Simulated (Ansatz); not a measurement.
## Generalised stacking fault in W

The calculation used DFT PBEsol, scalar-relativistic, plane waves, PAW in Ansatz 0.2.0. Settings: plane waves to 420 eV, k-mesh 23×23×7 (Γ-centred), Gaussian smearing 0.15 eV. Spin–orbit coupling is left out, which can shift energies with elements as heavy as these. No spin polarisation. Energies are free energies at this smearing, counted from the undisturbed cell; pressure is positive in compression.

The starting cell (relaxed at this level; with this scan's settings it stands at -0.1 GPa):

```yaml
crystal:
  lattice:
    - [-1.57718, 1.57718, -1.57718]
    - [-1.57718, -1.57718, 1.57718]
    - [0.00000, 6.30872, 6.30872]
  atoms:
    - { symbol: W, position: [0.00000, 0.00000, 0.87500] }
    - { symbol: W, position: [0.50000, 0.50000, 0.12500] }
    - { symbol: W, position: [0.00000, 0.00000, 0.37500] }
    - { symbol: W, position: [0.50000, 0.50000, 0.62500] }
```

The cut lies on the cell's a–b face, a (0 1 1) plane (indices in the standard cell, whose axes needn't be the Cartesian ones shown) of area 7.04 Å², between layers 2.23 Å apart. Vector c is tilted by f times 1·a − 1·b (length 4.461 Å) with the atoms' Cartesian places fixed: one unrelaxed fault a cell. The cell is metallic on the mesh throughout.

```csv
f,γ (mJ/m²),"shear traction, the slope of γ along the slip (GPa)"
0.0000,0,0.0
0.0833,498,23.7
0.1667,1345,16.7
0.2500,1824,15.8
0.3333,2882,41.6
0.4167,4576,41.7
0.5000,5432,0.0
```

By symmetry 0.6667 repeats 0.3333, 0.8333 repeats 0.1667, 0.5833 repeats 0.4167, 0.7500 repeats 0.2500, 0.9167 repeats 0.0833 in energy, with the opposite slope along the path.

Cost: 7 runs of about 9.4 core-minutes in all, on Arm Neoverse V1 (shared hosts).